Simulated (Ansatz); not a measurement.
Ir:
```yaml
crystal:
  lattice:
    - [0.00000, 1.90548, 1.90548]
    - [1.90548, 0.00000, 1.90548]
    - [1.90548, 1.90548, 0.00000]
  atoms:
    - { symbol: Ir, position: [0.00000, 0.00000, 0.00000] }
```

Relaxed with DFT-LDA in the program Ansatz with PAW potentials. Indices refer to the conventional cell of Fm-3m, a = b = c = 3.8110 Å, α = β = γ = 90.00°.

Question: Simulate the powder diffraction pattern (Cu Kα1, λ = 1.54056 Å; lines above 1 %) up to 2θ = 90°.

Answer: Simulated powder pattern, Cu Kα1, λ = 1.54056 Å (kinematic, ideal powder, no thermal factors, no anomalous dispersion; the 30 strongest lines at most, above 1 %, up to 2θ = 90°):

```tsv
2θ (°)	d (Å)	I/Imax (%)	hkl
40.99	2.200	100	(111)
47.69	1.905	49	(200)
69.74	1.347	32	(220)
84.19	1.149	40	(311)
88.88	1.100	12	(222)
```

The LDA relaxation kept the symmetry of its start. The run is not spin-polarised. Scalar-relativistic: spin–orbit coupling is off unless named, which matters more the heavier the elements.

Potentials: the later of the program's two PAW sets.
